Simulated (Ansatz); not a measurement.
An Ansatz (a quantum-chemistry and plane-wave program) run. Input:

Ansatz 0.2 input:
```yaml
crystal:
  lattice:
    - [-4.92016947, 4.2718525278, 2.5511651582]
    - [4.92016947, -4.2718525278, 2.5511651582]
    - [4.92016947, 4.2718525278, -2.5511651582]
  atoms:
    - { symbol: Si, position: [0.149722771, 0.5916958247, 0.7421954665] }
    - { symbol: Si, position: [0.8495003583, 0.4075273045, 0.2578045335] }
    - { symbol: Si, position: [0.149722771, 0.9075273045, 0.0580269463] }
    - { symbol: Si, position: [0.8495003583, 0.0916958247, 0.9419730537] }
    - { symbol: O, position: [0.0774868126, 0.3495376881, 0.8458077271] }
    - { symbol: O, position: [0.503729961, 0.2316790855, 0.1541922729] }
    - { symbol: O, position: [0.0774868126, 0.7316790855, 0.2279491245] }
    - { symbol: O, position: [0.503729961, 0.8495376881, 0.7720508755] }
    - { symbol: O, position: [0.937793177, 0.937793177, 0.0] }
    - { symbol: O, position: [0.937793177, 0.437793177, 0.5] }
    - { symbol: O, position: [0.8759841818, 0.2263269201, 0.1496572617] }
    - { symbol: O, position: [0.0766696583, 0.7263269201, 0.8503427383] }
kpoints:
  mp_grid: { grid: [6, 6, 6] }
hamiltonian:
  xc: r2scan
  pseudopotentials: { azcp: { folder: ./paw }, kind: paw }
scf:
  occupations: { method: fixed }
phonons:
  method: dfpt
  response_accuracy: low
  eigenvectors: true
  rigid_motions: translations
  dielectric: true
```

Output (shortened):

```
Pseudopotential: Si, paw, valence charge 4
Pseudopotential: O, paw, valence charge 6
Functional definition: r2SCAN
Crystal: 12 atoms, lattice volume = 214.484 Å³
Basis set: ecut = 500 eV, 5451 PW (Γ), exchange–correlation on 270×270×270 points (125 copies of the dense FFT grid, shifted against one another)
Bands: 44, of which v1, the nominal top of the filled ones, is band 32 counted from 1 (31 counted from 0)
Symmetry: 4 space group operations
k-points: 112 of 216 (irreducible under 1 space group operation, time reversal used)
SCF iter   1: F=—  HF=-7125.412497 eV  |F-HF|=—  |Δ(HF+E_count)|=         —  Δρ=1.11e-1  dr2=2.46e1  dr2_τ=2.80e0  ethr=3.10e-3  ⟨swp⟩=5.0  Hψ=20083  notcnv=0  defer=938
preconditioner: auto → Resta (q_TF=auto, 2.230 Å⁻¹)
SCF iter   2: F=—  HF=-7119.600823 eV  |F-HF|=—  |Δ(HF+E_count)|=    5.81e0  Δρ=3.79e-2  dr2=1.33e0  dr2_τ=5.54e-1  ethr=3.10e-3  ⟨swp⟩=3.4  Hψ=13508  notcnv=0  defer=1024
SCF iter   3: F=—  HF=-7120.107894 eV  |F-HF|=—  |Δ(HF+E_count)|=   5.07e-1  Δρ=1.84e-2  dr2=4.12e-1  dr2_τ=2.86e-2  ethr=2.08e-3  ⟨swp⟩=2.9  Hψ=4841  notcnv=0  defer=1096
SCF iter   4: F=—  HF=-7120.188811 eV  |F-HF|=—  |Δ(HF+E_count)|=   8.09e-2  Δρ=1.39e-3  dr2=4.02e-3  dr2_τ=3.32e-4  ethr=6.44e-4  ⟨swp⟩=3.6  Hψ=8209  notcnv=0  defer=1117
SCF iter   5: F=—  HF=-7120.194834 eV  |F-HF|=—  |Δ(HF+E_count)|=   6.02e-3  Δρ=4.27e-4  dr2=4.59e-4  dr2_τ=3.38e-5  ethr=6.28e-6  ⟨swp⟩=4.2  Hψ=9160  notcnv=0  defer=1120
SCF iter   6: F=—  HF=-7120.195537 eV  |F-HF|=—  |Δ(HF+E_count)|=   7.03e-4  Δρ=3.31e-4  dr2=1.82e-4  dr2_τ=1.86e-5  ethr=7.18e-7  ⟨swp⟩=3.2  Hψ=8201  notcnv=0  defer=1120
SCF iter   7: F=—  HF=-7120.195652 eV  |F-HF|=—  |Δ(HF+E_count)|=   1.15e-4  Δρ=5.43e-5  dr2=5.84e-6  dr2_τ=5.03e-7  ethr=2.85e-7  ⟨swp⟩=3.0  Hψ=7678  notcnv=0  defer=1120
SCF iter   8: F=—  HF=-7120.195895 eV  |F-HF|=—  |Δ(HF+E_count)|=   2.43e-4  Δρ=9.67e-6  dr2=2.72e-7  dr2_τ=2.06e-8  ethr=9.12e-9  ⟨swp⟩=2.3  Hψ=7772  notcnv=0  defer=1111
SCF iter  12: F=-7120.195899 eV  HF=-7120.195899 eV  |F-HF|=1.16e-10  |Δ(HF+E_count)|=   2.69e-9  Δρ=1.04e-7  dr2=3.09e-11  dr2_τ=1.49e-12  ethr=1.00e-12  ⟨swp⟩=18.7  Hψ=45694  notcnv=0
SCF 1 converged in 12 iterations: F = -7120.195899 eV  dr2 = 3.09e-11
NSCF: frozen V_eff on 5 k-points
DFPT response loops at Γ: preconditioner auto → none (the input reference at scf.mixing.eps_inf says where Resta's filter doesn't serve); β = 0.50 …
SCF converged after 12 iterations
Free energy (F): -7120.195899 eV
Harris-Foulkes:  -7120.195899 eV  (|F-HF|=1.16e-10)
Internal energy: -7120.195899 eV  (E = F + TS)
E sigma→0 (E₀):  -7120.195899 eV
Fermi energy:    -0.947365 eV
--- Per-component energies (eV) ---
  E_band       = -516.591707
  E_kinetic    = 1567.298848
  E_local      = -5943.219550  (includes V_loc(G=0)·N_el)
  E_nonlocal   = 498.788967
  E_hartree    = 2355.664288
  E_xc         = -786.355483
  E_vxc        = -1037.131552  (∫ρ·V_xc dr)
  E_paw        = -3401.318606  (= ΣΔE_a)
  E_vpaw       = -379.175729  (= ΣTr[D̂ρ^β])
  E_aug_tail   = 0.002203  (compensation charges beyond the density's cutoff)
  E_vtau       = 65.516639  (kinetic-family band-sum trace: ∫τ·v_τ [+ j·A + Jᵃ·Aᵃ] dr)
  E_ewald      = -1410.495305
  E_core_change = -0.561261  (= ΣΔE_core)
  E_smearing   =  0.000000  (= −TS)
  E_closure    =  0.000000  (closes the sum)
  Σ components = -7120.195899   (vs F -7120.195899, Δ=0.00e0)
  [band-id]    e_kinetic+e_local+e_nonlocal+2·e_hartree+e_vxc+e_vpaw+e_augmentation_tail+e_vtau = -516.591600   (vs E_band -516.591707, Δ=1.07e-4)
--- Band table (eV; the first three rows and the last of 112) ---
  k-point 0: bands = ["-21.2707", "-20.3476", "-19.8837", "-19.8065", "-19.2921", "-19.2337", "-19.2226", "-19.2148", "-9.5054", "-9.1545", "-8.6523", "-6.5929", "-6.4993", "-6.3320", "-6.3136", "-5.8558", "-4.3634", "-3.9129", "-3.4740", "-3.3255", …
  k-point 1: bands = ["-21.2406", "-20.4320", "-19.9404", "-19.6973", "-19.2837", "-19.2361", "-19.2198", "-19.2163", "-9.6525", "-9.1985", "-8.4021", "-6.6338", "-6.4658", "-6.3482", "-6.2919", "-5.8967", "-4.3461", "-3.9118", "-3.4852", "-3.3061", …
  k-point 2: bands = ["-21.1640", "-20.5984", "-19.9671", "-19.5891", "-19.2635", "-19.2367", "-19.2210", "-19.2151", "-9.8784", "-9.2057", "-8.0316", "-6.7333", "-6.3879", "-6.3537", "-6.2624", "-6.0017", "-4.3037", "-3.9126", "-3.4799", "-3.2815", …
  k-point 111: bands = ["-20.8769", "-20.8239", "-20.3509", "-19.2636", "-19.2450", "-19.2311", "-19.2229", "-19.2056", "-10.5168", "-8.4238", "-7.4546", "-7.3711", "-6.7100", "-6.2888", "-6.0898", "-5.8912", "-4.2077", "-4.0048", "-3.5202", "-3.5086", …
--- Phonons (Γ-DFPT): 12 representative perturbations + reference, on 112 of 216 k-points (Σ response iterations 80) ---
  ASR residual: 8.253e-4 → 0.000e0 eV/Å²; symmetrization residual: 7.130e-5 eV/Å²
  ASR residual per site (eV/Å²): 9.06e-5 9.06e-5 9.06e-5 9.06e-5 4.62e-4 4.62e-4 4.62e-4 4.62e-4 8.25e-4 8.25e-4 4.04e-4 4.04e-4
  Γ frequencies (cm⁻¹): 0.00 0.00 0.00 80.01 98.05 130.47 222.99 265.56 268.21 270.30 285.72 296.05 331.16 355.99 375.37 409.06 410.27 417.03 441.20 471.26 493.76 624.90 687.16 694.45 789.52 791.44 799.00 804.51 1074.51 1077.59 1082.08 1093.05 1105.05 1181.09 1198.98 1232.36
  ε∞ (high-frequency dielectric tensor):
        1.914649     0.000000     0.000000
        0.000000     1.913031     0.000000
        0.000000     0.000000     1.957044
  ε⁰ (static dielectric tensor: ions relaxed, cell fixed):
        3.229139     0.000000     0.000000
        0.000000     3.099610     0.000000
        0.000000     0.000000     3.357286
  ε⁰ − ε∞ (ionic part):
        1.314491     0.000000     0.000000
        0.000000     1.186579     0.000000
        0.000000     0.000000     1.400242
  softest optical mode at Γ: 80.01 cm⁻¹; the repairs (sum rule, projections) moved no ω² at Γ by more than (7.77 cm⁻¹)²
  Born effective charges Z* (e; rows j = field, columns β = displacement):
    site 0:
         3.24991    0.49087    0.07161
         0.47531    3.20767    0.23464
        -0.01140   -0.23953    3.35565
    site 1:
         3.24991    0.49087   -0.07161
         0.47531    3.20767   -0.23464
         0.01140    0.23953    3.35565
    site 2:
         3.24991   -0.49087   -0.07161
        -0.47531    3.20767    0.23464
         0.01140   -0.23953    3.35565
    site 3:
         3.24991   -0.49087    0.07161
        -0.47531    3.20767   -0.23464
        -0.01140    0.23953    3.35565
    site 4:
        -1.05291    0.06751    0.00024
         0.06148   -1.50701    0.77446
         0.01307    0.82085   -2.30070
    site 5:
        -1.05291    0.06751   -0.00024
         0.06148   -1.50701   -0.77446
        -0.01307   -0.82085   -2.30070
    site 6:
        -1.05291   -0.06751   -0.00024
        -0.06148   -1.50701    0.77446
        -0.01307    0.82085   -2.30070
    site 7:
        -1.05291   -0.06751    0.00024
        -0.06148   -1.50701   -0.77446
         0.01307   -0.82085   -2.30070
    site 8:
        -1.68288    1.20228    0.00000
         1.11504   -2.37308    0.00000
         0.00000    0.00000   -1.02831
    site 9:
        -1.68288   -1.20228    0.00000
        -1.11504   -2.37308    0.00000
         0.00000    0.00000   -1.02831
    site 10:
        -2.71113    0.00000    0.00000
         0.00000   -1.02825    0.02960
         0.00000   -0.04400   -1.08159
    site 11:
        -2.71113    0.00000    0.00000
         0.00000   -1.02825   -0.02960
         0.00000    0.04400   -1.08159
  Z* charge neutrality: 3.952e-5 e pre-enforcement
  k-mesh period / interband length: 30.6 Å / 0.96 Å = 32.04 at k = (0.0000, 0.0000, 0.0000), direct gap 6.699 eV — 14 or more, which is no proof of convergence
  optical modes at Γ without the LO–TO term, one row a degenerate level:
      ω (cm⁻¹)  modes    IR ((D/Å)²/amu)
         80.01      1             0.0145
         98.05      1             0.0030
        130.47      1             0.0077
        222.99      1             0.0373
        265.56      1             0.0000
        268.21      1             0.0702
        270.30      1             0.0133
        285.72      1             0.0000
        296.05      1             0.2422
        331.16      1             0.0000
        355.99      1             0.5416
        375.37      1             0.5708
        409.06      1            10.7610
        410.27      1             0.0000
        417.03      1             4.8088
        441.20      1            13.1113
        471.26      1             6.1838
        493.76      1             3.7629
        624.90      1             5.6164
        687.16      1             0.0000
        694.45      1             2.7950
        789.52      1             2.5443
        791.44      1             1.8931
        799.00      1             0.0000
        804.51      1             0.3469
       1074.51      1             0.0303
       1077.59      1            58.6354
       1082.08      1             0.0000
       1093.05      1            58.3796
       1105.05      1            53.7511
       1181.09      1             0.0000
       1198.98      1             3.4827
       1232.36      1             0.0947
  optical modes at Γ + LO–TO along q̂ = [1.0000, 0.0000, 0.0000]:
      ω (cm⁻¹)  modes    IR ((D/Å)²/amu)
         80.01      1             0.0145
         98.10      1             0.0010
        130.47      1             0.0077
        222.99      1             0.0373
        265.56      1             0.0000
        268.21      1             0.0702
        270.37      1             0.0033
        285.72      1             0.0000
        296.05      1             0.2422
        331.16      1             0.0000
        355.99      1             0.5416
        376.46      1             0.0435
        410.27      1             0.0000
        417.03      1             4.8088
        441.20      1            13.1113
        454.62      1             5.0718
        471.26      1             6.1838
        493.76      1             3.7629
        644.81      1             4.0885
        687.16      1             0.0000
        694.45      1             2.7950
        789.52      1             2.5443
        791.44      1             1.8931
        799.00      1             0.0000
        804.51      1             0.3469
       1074.52      1             0.0004
       1077.59      1            58.6354
       1082.08      1             0.0000
       1105.05      1            53.7511
       1181.09      1             0.0000
       1198.98      1             3.4827
       1227.58      1            28.6705
       1238.14      1            37.5900
  optical modes at Γ + LO–TO along q̂ = [0.0000, 1.0000, 0.0000]:
      ω (cm⁻¹)  modes    IR ((D/Å)²/amu)
         80.30      1             0.0055
         98.05      1             0.0030
        130.47      1             0.0077
        222.99      1             0.0373
        265.56      1             0.0000
        268.58      1             0.0210
        270.30      1             0.0133
        285.72      1             0.0000
        296.05      1             0.2422
        331.16      1             0.0000
        357.77      1             0.1093
        375.37      1             0.5708
        409.06      1            10.7610
        410.27      1             0.0000
        430.52      1             0.8887
        441.20      1            13.1113
        493.76      1             3.7629
        502.42      1             4.8280
        624.90      1             5.6164
        687.16      1             0.0000
        702.45      1             1.6265
        791.44      1             1.8931
        796.12      1             1.5702
        799.00      1             0.0000
        804.51      1             0.3469
       1074.51      1             0.0303
       1077.59      1            58.6354
       1082.08      1             0.0000
       1093.05      1            58.3796
       1181.09      1             0.0000
       1186.07      1             7.0542
       1232.36      1             0.0947
       1254.06      1            58.0887
  optical modes at Γ + LO–TO along q̂ = [0.0000, 0.0000, 1.0000]:
      ω (cm⁻¹)  modes    IR ((D/Å)²/amu)
         80.01      1             0.0145
         98.05      1             0.0030
        130.55      1             0.0025
        223.22      1             0.0106
        265.56      1             0.0000
        268.21      1             0.0702
        270.30      1             0.0133
        285.72      1             0.0000
        297.07      1             0.0579
        331.16      1             0.0000
        355.99      1             0.5416
        375.37      1             0.5708
        409.06      1            10.7610
        410.27      1             0.0000
        417.03      1             4.8088
        471.26      1             6.1838
        473.03      1             1.5524
        527.12      1             7.3924
        624.90      1             5.6164
        687.16      1             0.0000
        694.45      1             2.7950
        789.52      1             2.5443
        795.53      1             0.8246
        799.00      1             0.0000
        805.65      1             0.3613
       1074.51      1             0.0303
       1082.08      1             0.0000
       1093.05      1            58.3796
       1105.05      1            53.7511
       1181.09      1             0.0000
       1198.98      1             3.4827
       1218.82      1            67.8351
       1232.36      1             0.0947
```

Cost: about 90 core-minutes (a rough figure) on shared cores.

Space group Ima2. The first step of the workflow began from a Materials Project structure, measured or hypothetical; the Crystallography Open Database copy checked does not list it. It is not the phase usual at ambient conditions (space group No. 92, 152, 154). The cell was relaxed with r²SCAN under the symmetry of its start; its stability against distortions is not shown here.

Potentials: the earlier of the program's two PAW sets. The files were generated under PBE; for other functionals the program regenerates the frozen cores, and for LDA and PBEsol the local potential too.

Ansatz is a plane-wave DFT program.
